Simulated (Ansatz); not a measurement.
AlN (zinc blende, F-43m), PBEsol in the plane-wave PAW code Ansatz: ε∞ = 4.65, cell volume 20.97 Å³. Infrared-active transverse modes:

| ω_TO (cm⁻¹) | oscillator strength S_xx (e²/amu) |
|---|---|
| 648.6 | 0.7040 |

Compute the static dielectric constant.

Each mode adds (4.921e7/V) S/ω²: 3.93. So ε0 = 8.57.

What LO frequency does the Lyddane–Sachs–Teller relation give?

ω_LO = ω_TO √(ε0/ε∞) = 881 cm⁻¹.

The PBEsol relaxation kept the symmetry of its start; phonons on a q-mesh show no instability.

Potentials: the later of the program's two PAW sets.
